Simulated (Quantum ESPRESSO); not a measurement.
# GaMg2O3Cl: one run as intended and one with a planted mistake

Computed values, not a measurement. The program is pw.x of Quantum ESPRESSO 7.5 (plane-wave density functional theory). The cell is made up: 7 atoms on a zincblende/diamond lattice with one site empty, with randomly drawn elements, strain and displacements, not relaxed. PseudoDojo standard norm-conserving files (v0.5 for PBE, v0.4.1 for LDA and PBEsol) set the functional; there is no spin polarisation, spin-orbit coupling or dispersion term, and the masses in the input are unused placeholders.

Intended input:

```
&control calculation='scf', pseudo_dir='./dojo.nc.sr.pbe.v0_5.standard.upf', outdir='./o', disk_io='medium', tprnfor=.true., tstress=.true. /
&system ibrav=0, nat=7, ntyp=4, nbnd=35, ecutwfc=84.00895049, nosym=.true., tot_charge=0,
 occupations='smearing', smearing='fd', degauss=0.0018374661
/
&electrons conv_thr=7.350e-09, electron_maxstep=60, /
ATOMIC_SPECIES
Cl 1.0 Cl.upf
Ga 1.0 Ga.upf
Mg 1.0 Mg.upf
O 1.0 O.upf
CELL_PARAMETERS angstrom
4.6996 -0.0051 -0.0398
-0.0051 4.7491 0.0499
-0.0398 0.0499 4.8683
ATOMIC_POSITIONS angstrom
Ga -0.0479 0.0706 0.0106
Mg -0.0448 2.5369 2.3693
Mg 2.2828 2.2547 -0.0344
O 1.307 1.1233 1.1404
O 1.0207 3.5049 3.5342
O 3.4104 1.0836 3.6036
Cl 3.448 3.6303 1.1916
K_POINTS automatic
4 4 4 1 1 1
```

The log is shortened where brackets say so; the opening notice, blank lines, dates and the lines on written files are dropped, and the path of the files is cut. It prints rydbergs, bohrs and kilobars, and counts compression as positive stress. Where no state is partly filled, the Fermi energy that it prints is only some level between the filled and the empty states on the mesh, and need not lie in the true gap.

Log of the intended run:

```
     Program PWSCF v.7.5
     Parallel version (MPI & OpenMP), running on       1 processor cores
     Number of MPI processes:                 1
     Threads/MPI process:                     1
     [start-up lines left out]
     bravais-lattice index     =            0
     lattice parameter (alat)  =       8.8813  a.u.
     unit-cell volume          =     733.1095 (a.u.)^3
     number of atoms/cell      =            7
     number of atomic types    =            4
     number of electrons       =        58.00
     number of Kohn-Sham states=           35
     kinetic-energy cutoff     =      84.0090  Ry
     charge density cutoff     =     336.0358  Ry
     scf convergence threshold =      7.3E-09
     mixing beta               =       0.7000
     number of iterations used =            8  plain     mixing
     Exchange-correlation= PBE
                           (   1   4   3   4   0   0   0)
     [axes and pseudopotential details left out]
   Cartesian axes
     site n.     atom                  positions (alat units)
         1        Ga     tau(   1) = (  -0.0101920   0.0150220   0.0022554  )
         2        Mg     tau(   2) = (  -0.0095324   0.5397922   0.5041309  )
         3        Mg     tau(   3) = (   0.4857258   0.4797467  -0.0073195  )
         4        O      tau(   4) = (   0.2780986   0.2390116   0.2426501  )
         5        O      tau(   5) = (   0.2171808   0.7457597   0.7519940  )
         6        O      tau(   6) = (   0.7256523   0.2305644   0.7667607  )
         7        Cl     tau(   7) = (   0.7336527   0.7724418   0.2535443  )
     number of k points=    32  Fermi-Dirac smearing, width (Ry)=  0.0018
                       cart. coord. in units 2pi/alat
        k(    1) = (   0.1261576   0.1225715   0.1204478), wk =   0.0625000
        k(    2) = (   0.1281991   0.1200374   0.3618361), wk =   0.0625000
     [further k points left out]
     Dense  grid:    76191 G-vectors     FFT dimensions: (  54,  54,  54)
     Estimated max dynamical RAM per process >      94.32 MB
     Initial potential from superposition of free atoms
     starting charge      57.9957, renormalised to      58.0000
     Starting wfcs are   35 randomized atomic wfcs
     total cpu time spent up to now is        5.3 secs
     per-process dynamical memory:    59.3 Mb
     Self-consistent Calculation
     iteration #  1     ecut=    84.01 Ry     beta= 0.70
     Davidson diagonalization with overlap
     ethr =  1.00E-02,  avg # of iterations =  5.5
     total cpu time spent up to now is       19.3 secs
     total energy              =    -521.69713001 Ry
     estimated scf accuracy    <       2.11859254 Ry
     iteration #  2     ecut=    84.01 Ry     beta= 0.70
     Davidson diagonalization with overlap
     ethr =  3.65E-03,  avg # of iterations =  3.7
     total cpu time spent up to now is       31.8 secs
     total energy              =    -521.56229565 Ry
     estimated scf accuracy    <       6.32575447 Ry
     [iterations 3 to 11 left out]
     iteration # 12     ecut=    84.01 Ry     beta= 0.70
     Davidson diagonalization with overlap
     ethr =  6.21E-11,  avg # of iterations =  2.0
     total cpu time spent up to now is      172.4 secs
     total energy              =    -522.77859656 Ry
     estimated scf accuracy    <          7.5E-09 Ry
     iteration # 13     ecut=    84.01 Ry     beta= 0.70
     Davidson diagonalization with overlap
     ethr =  1.30E-11,  avg # of iterations =  2.0
     total cpu time spent up to now is      187.8 secs
     End of self-consistent calculation
     [lines on levels left out]
     the Fermi energy is     5.8287 ev
!    total energy              =    -522.77859656 Ry
     estimated scf accuracy    <          6.1E-10 Ry
     smearing contrib. (-TS)   =       0.00000000 Ry
     internal energy E=F+TS    =    -522.77859656 Ry
     The total energy is F=E-TS. E is the sum of the following terms:
     one-electron contribution =    -312.23078984 Ry
     hartree contribution      =     177.26625861 Ry
     xc contribution           =    -107.83426433 Ry
     ewald contribution        =    -279.97980099 Ry
     convergence has been achieved in  13 iterations
     Forces acting on atoms (cartesian axes, Ry/au):
     atom    1 type  2   force =     0.15089996    0.12821882   -0.17862363
     atom    2 type  3   force =     0.13594084   -0.20272316    0.14326107
     atom    3 type  3   force =    -0.06430747   -0.06009773   -0.13547154
     atom    4 type  4   force =    -0.11276589   -0.01074245   -0.02377235
     atom    5 type  4   force =    -0.00661227    0.03073874    0.11573040
     atom    6 type  4   force =     0.06501386    0.02500685    0.06126089
     atom    7 type  1   force =    -0.16816902    0.08959893    0.01761515
     Total force =     0.500320     Total SCF correction =     0.000029
     Computing stress (Cartesian axis) and pressure
          total   stress  (Ry/bohr**3)                   (kbar)     P=       24.17
   0.00023941   0.00039319   0.00028930           35.22       57.84       42.56
   0.00039319   0.00015691  -0.00065617           57.84       23.08      -96.53
   0.00028930  -0.00065617   0.00009667           42.56      -96.53       14.22
     init_run     :      4.89s CPU      5.19s WALL (       1 calls)
     electrons    :    173.50s CPU    182.48s WALL (       1 calls)
     forces       :      2.05s CPU      2.10s WALL (       1 calls)
     stress       :      8.23s CPU      8.30s WALL (       1 calls)
     [timing details left out]
     PWSCF        :   3m 8.88s CPU   3m18.47s WALL
     JOB DONE.
```

A second run has one planted mistake: the self-consistency threshold is too loose. The input lines that differ, file-writing options aside:

```
- &electrons conv_thr=7.350e-09, electron_maxstep=60, /
+ &electrons conv_thr=5.880e-03, electron_maxstep=60, /
```

Its log:

```
     Program PWSCF v.7.5
     Parallel version (MPI & OpenMP), running on       1 processor cores
     Number of MPI processes:                 1
     Threads/MPI process:                     1
     [start-up lines left out]
     bravais-lattice index     =            0
     lattice parameter (alat)  =       8.8813  a.u.
     unit-cell volume          =     733.1095 (a.u.)^3
     number of atoms/cell      =            7
     number of atomic types    =            4
     number of electrons       =        58.00
     number of Kohn-Sham states=           35
     kinetic-energy cutoff     =      84.0090  Ry
     charge density cutoff     =     336.0358  Ry
     scf convergence threshold =      5.9E-03
     mixing beta               =       0.7000
     number of iterations used =            8  plain     mixing
     Exchange-correlation= PBE
                           (   1   4   3   4   0   0   0)
     [axes and pseudopotential details left out]
   Cartesian axes
     site n.     atom                  positions (alat units)
         1        Ga     tau(   1) = (  -0.0101920   0.0150220   0.0022554  )
         2        Mg     tau(   2) = (  -0.0095324   0.5397922   0.5041309  )
         3        Mg     tau(   3) = (   0.4857258   0.4797467  -0.0073195  )
         4        O      tau(   4) = (   0.2780986   0.2390116   0.2426501  )
         5        O      tau(   5) = (   0.2171808   0.7457597   0.7519940  )
         6        O      tau(   6) = (   0.7256523   0.2305644   0.7667607  )
         7        Cl     tau(   7) = (   0.7336527   0.7724418   0.2535443  )
     number of k points=    32  Fermi-Dirac smearing, width (Ry)=  0.0018
                       cart. coord. in units 2pi/alat
        k(    1) = (   0.1261576   0.1225715   0.1204478), wk =   0.0625000
        k(    2) = (   0.1281991   0.1200374   0.3618361), wk =   0.0625000
     [further k points left out]
     Dense  grid:    76191 G-vectors     FFT dimensions: (  54,  54,  54)
     Estimated max dynamical RAM per process >      94.32 MB
     Initial potential from superposition of free atoms
     starting charge      57.9957, renormalised to      58.0000
     Starting wfcs are   35 randomized atomic wfcs
     total cpu time spent up to now is        5.7 secs
     per-process dynamical memory:    59.3 Mb
     Self-consistent Calculation
     iteration #  1     ecut=    84.01 Ry     beta= 0.70
     Davidson diagonalization with overlap
     ethr =  1.00E-02,  avg # of iterations =  5.5
     total cpu time spent up to now is       27.8 secs
     total energy              =    -521.69713001 Ry
     estimated scf accuracy    <       2.11859254 Ry
     iteration #  2     ecut=    84.01 Ry     beta= 0.70
     Davidson diagonalization with overlap
     ethr =  3.65E-03,  avg # of iterations =  3.7
     total cpu time spent up to now is       50.1 secs
     total energy              =    -521.56229565 Ry
     estimated scf accuracy    <       6.32575447 Ry
     [iterations 3 to 4 left out]
     iteration #  5     ecut=    84.01 Ry     beta= 0.70
     Davidson diagonalization with overlap
     ethr =  6.34E-05,  avg # of iterations =  2.6
     total cpu time spent up to now is      113.5 secs
     total energy              =    -522.77674064 Ry
     estimated scf accuracy    <       0.00874680 Ry
     iteration #  6     ecut=    84.01 Ry     beta= 0.70
     Davidson diagonalization with overlap
     ethr =  1.51E-05,  avg # of iterations =  4.9
     total cpu time spent up to now is      134.7 secs
     End of self-consistent calculation
     [lines on levels left out]
     the Fermi energy is     5.8126 ev
!    total energy              =    -522.77802747 Ry
     estimated scf accuracy    <       0.00092494 Ry
     smearing contrib. (-TS)   =       0.00000000 Ry
     internal energy E=F+TS    =    -522.77802747 Ry
     The total energy is F=E-TS. E is the sum of the following terms:
     one-electron contribution =    -312.18586954 Ry
     hartree contribution      =     177.19387105 Ry
     xc contribution           =    -107.80622799 Ry
     ewald contribution        =    -279.97980099 Ry
     convergence has been achieved in   6 iterations
     Forces acting on atoms (cartesian axes, Ry/au):
     atom    1 type  2   force =     0.14701200    0.12178345   -0.17589383
     atom    2 type  3   force =     0.13604328   -0.20043888    0.14348591
     atom    3 type  3   force =    -0.06349613   -0.05829467   -0.13799874
     atom    4 type  4   force =    -0.11205891   -0.01016231   -0.02472972
     atom    5 type  4   force =    -0.00512719    0.03270926    0.11653052
     atom    6 type  4   force =     0.06555594    0.02475107    0.06027421
     atom    7 type  1   force =    -0.16792899    0.08965210    0.01833165
     Total force =     0.496178     Total SCF correction =     0.082517
     SCF correction compared to forces is large: reduce conv_thr to get better values
     Computing stress (Cartesian axis) and pressure
          total   stress  (Ry/bohr**3)                   (kbar)     P=       16.65
   0.00018535   0.00038404   0.00029777           27.27       56.49       43.80
   0.00038404   0.00008882  -0.00065953           56.49       13.07      -97.02
   0.00029777  -0.00065953   0.00006539           43.80      -97.02        9.62
     init_run     :      5.19s CPU      5.60s WALL (       1 calls)
     electrons    :    121.32s CPU    129.02s WALL (       1 calls)
     forces       :      2.75s CPU      2.81s WALL (       1 calls)
     stress       :     11.01s CPU     11.10s WALL (       1 calls)
     [timing details left out]
     PWSCF        :   2m20.46s CPU   2m28.87s WALL
     JOB DONE.
```

|  | intended run | run with the mistake |
| --- | --- | --- |
| free energy (eV) | -7112.765 | -7112.757 |
| smearing term -TS (eV) | 0.0000 | 0.0000 |
| pressure (GPa) | 2.42 | 1.67 |
| largest force component (eV/Å) | 5.212 | 5.153 |
| largest change of a force component (eV/Å) |  | 0.165 |
| iterations | 13 | 6 |

For scale, a rerun of the intended cell at 1437 eV and a 6 x 6 x 6 mesh moved values by no more than 0.003 eV in energy, 0.03 GPa in stress and 0.003 eV/Å in force.